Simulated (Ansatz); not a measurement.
The relaxed structure here is a generated cell of Cu: the first start was made by placing the elements on the sites of a structure type, and the end was not matched to a known phase here, so it may be hypothetical. Known forms of Cu include space group No. 225.

The end point of a relaxation of Cu. Space group Pm-3m (No. 221), simple cubic type. The numbers are results of r2SCAN (plane waves to 500 eV, PAW, scalar-relativistic; Ansatz, a quantum-chemistry and plane-wave program), not measurements.

```cif
data_Cu
_chemical_formula_sum 'Cu1'
_space_group_name_H-M_alt 'Pm-3m'
_space_group_IT_number 221
_space_group_name_Hall '-P 4 2 3'
_cell_length_a 2.37029
_cell_length_b 2.37029
_cell_length_c 2.37029
_cell_angle_alpha 90.000
_cell_angle_beta 90.000
_cell_angle_gamma 90.000
loop_
_atom_site_label
_atom_site_type_symbol
_atom_site_symmetry_multiplicity
_atom_site_Wyckoff_symbol
_atom_site_fract_x
_atom_site_fract_y
_atom_site_fract_z
_atom_site_occupancy
Cu1 Cu 1 a 0.00000 0.00000 0.00000 1
```

| Property | Value |
|---|---|
| Volume per atom | 13.32 Å³ |
| Band gap | no gap (metallic) |
| Shortest distances | Cu–Cu 2.37 Å |
| k-mesh | 19×19×19 |

No spin polarisation in the result.

The run could not lose the symmetry of its start: the end is stationary, and may be a saddle point rather than a minimum.
